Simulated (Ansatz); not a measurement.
CuBIr in space group Fdd2 (No. 43; Ir on 16b, B on 16b, Cu on 16b), plane-wave PAW r²SCAN (Ansatz code), all energies at zero smearing, with the estimated change up to a 700 eV cutoff added, with one set of potentials and settings (totals compare only within such a set). Cell of 12 atoms (4 Ir, 4 B, 4 Cu): -74948.640 eV.

| element | reference phase | E (eV/atom) |
|---|---|---|
| Ir | Fm-3m, 1 atoms in the cell | -11948.7272 |
| B | R-3m, 12 atoms in the cell | -156.5544 |
| Cu | Fm-3m, 1 atoms in the cell | -6631.2396 |

Formation energy per atom, worked out: (-74948.640 − 4×(-11948.7272) − 4×(-156.5544) − 4×(-6631.2396))/12 = -0.213 eV/atom (-21 kJ per mol of atoms), at 0 K, without zero-point energy or fitted corrections.

The workflow started from an entry of the Crystallography Open Database (COD). Its standing as an ambient phase is unchecked. Symmetry was held in the r²SCAN relaxation; whether a distortion lowers the energy is not shown. No spin polarisation was allowed. The references are the lowest solids computed at this level, not always the standard phases. Spin–orbit coupling is left out wherever it is not named.

Potentials: the later of the program's two PAW sets.
